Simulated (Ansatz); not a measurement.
One crystal and one scan (energy against volume) at two levels, PBE (plane waves to 420 eV, PAW, scalar-relativistic; Ansatz, an electronic-structure program) and PBEsol (plane waves to 420 eV, PAW, scalar-relativistic; Ansatz), each from its own relaxed cell and on its own mesh. The cell shown is that of PBE.

AgBr (rock salt)

```
CELL_PARAMETERS angstrom
      0.00000     2.92043     2.92043
      2.92043     0.00000     2.92043
      2.92043     2.92043     0.00000
ATOMIC_POSITIONS crystal
  Br 0.00000 0.00000 0.00000
  Ag 0.50000 0.50000 0.50000
```

This relaxed cell (volume V₀) is scaled evenly in all directions, its shape held. Symmetry pins the atoms to their sites.

The energy includes the smearing's −TS. AgBr was relaxed with its symmetry unable to fall. Percentages come from the unrounded values. Both scans cover V/V₀ from 0.940 to 1.060.

Results of PBE:

| Property | Result |
|---|---|
| Lattice constant a (Å) | 5.841 |
| Pressure at the smallest volume (GPa) | 2.83 |
| Energy cost of the largest compression (meV/atom) | 12.4 |
| Energy cost of the largest expansion (meV/atom) | 9.6 |
| Bulk modulus B₀ (third-order Birch-Murnaghan fit) (GPa) | 38.7 |
| Pressure for 5 % compression (fit) (GPa) | 2.3 |

Problem. Estimate the PBEsol values.

Solution. 
```csv
quantity,PBEsol,PBE − PBEsol
Lattice constant a (Å),5.674,+0.167 (+2.9 %)
Pressure at the smallest volume (GPa),3.83,-1.00 (-26 %)
Energy cost of the largest compression (meV/atom),15.4,-3.0 (-19 %)
Energy cost of the largest expansion (meV/atom),11.8,-2.2 (-19 %)
Bulk modulus B₀ (third-order Birch-Murnaghan fit) (GPa),52.3,-13.6 (-26 %)
Pressure for 5 % compression (fit) (GPa),3.1,-0.8 (-26 %)
```

PBE gives the higher value for: lattice constant a. PBE gives the lower value for: pressure at the smallest volume; energy cost of the largest compression; energy cost of the largest expansion; bulk modulus B₀; pressure for 5 % compression. For the lattice constant a the reference is 5.772 Å (measured, room temperature or unstated; as given in Subrata Jana, Abhilash Patra, Prasanjit Samal, The Journal of Chemical Physics (2018), arXiv:1803.03840): it holds thermal shifts, so no verdict is drawn. For the bulk modulus B₀ the reference is 43.81 GPa (measured below room temperature; as given in P. T. Jochym, K. Parlinski, Physical review. B, Condensed matter (2001), arXiv:1301.6254): it holds thermal shifts, so no verdict is drawn. 

(A scan under strain: stresses follow from slopes of the energy per volume, elastic moduli from its curvatures.)
